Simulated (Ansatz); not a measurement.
AlAs:
Space group F-43m (No. 216); a = 5.728 Å, b = 5.728 Å, c = 5.728 Å, α = 90.00°, β = 90.00°, γ = 90.00°

```csv
atom,site,symmetry,x,y,z
As,4c,-43m,0.2500,0.2500,0.2500
Al,4a,-43m,0.0000,0.0000,0.0000
```
(The calculation used a cell of 2 atoms; values per cell refer to that cell.)

Relaxed with PBE.

### Question
Give the optical modes at the zone centre with their infrared and Raman activity from DFPT, DFT-PBE in the program Ansatz with PAW potentials.

### Answer
Transverse frequencies, without the LO–TO term; a row sums one degenerate level.

| ω (cm⁻¹) | degeneracy | IR ((D/Å)²/amu) | Raman (Å⁴/amu) | activity | symmetry |
|---|---|---|---|---|---|
| 346 | 3 | 16.31 | 290 | IR+Raman | T2 |

### Question
How high does the top mode go among those that the LO–TO term moves?

### Answer
381 cm⁻¹ for q along x.

Symmetry was held in the PBE relaxation; phonons on a q-mesh show no instability.

Potentials: the later of the program's two PAW sets.
